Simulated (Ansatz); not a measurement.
Computed energy against volume: HgTe (zinc blende)

HgTe (zinc blende)

```
HgTe
1.0
    0.00000     3.28672     3.28672
    3.28672     0.00000     3.28672
    3.28672     3.28672     0.00000
Te Hg
1 1
Direct
  0.75000   0.75000   0.75000
  0.00000   0.00000   0.00000
```

Equation-of-state scan: isotropic scaling of the cell above, V₀ being its volume. Symmetry pins the atoms to their sites.

Method: r2SCAN (plane waves to 500 eV, PAW, scalar-relativistic; Ansatz, a quantum-chemistry and plane-wave program). k mesh 12×12×12 (Γ-centred), Fermi-Dirac smearing 0.05 eV. E stands for the smeared free energy. Stress and pressure are positive under compression. At this level the bands of HgTe touch or barely overlap. HgTe was relaxed with its symmetry unable to fall. Spin-orbit coupling is left out, though Hg and Te are heavy. The PAW data are Ansatz's earlier set. The zero of ΔE is the relaxed starting cell.

```csv
V (Å³/atom),ΔE (meV/atom),P (GPa)
31.954,55,5.5
32.664,34,4.1
33.375,18,2.9
34.085,8,1.8
34.795,2,0.9
35.505,0,0.0
36.215,2,-0.8
36.925,7,-1.4
37.635,14,-2.0
38.345,24,-2.5
39.055,37,-3.0
```

Key numbers:

| Item | Result |
|---|---|
| Pressure at the smallest volume | 5.5 GPa |
| Energy cost of the largest compression | 55 meV/atom |
| Energy cost of the largest expansion | 37 meV/atom |
| Bulk modulus B₀ (third-order Birch-Murnaghan fit) | 40.0 GPa |
| Pressure derivative B₀′ (fit) | 5.1 |
| Equilibrium volume of the fit | 35.50 Å³/atom |
| Pressure for 5 % compression (fit) | 2.3 GPa |

(A scan under strain: stresses follow from slopes of the energy per volume, elastic moduli from its curvatures.)
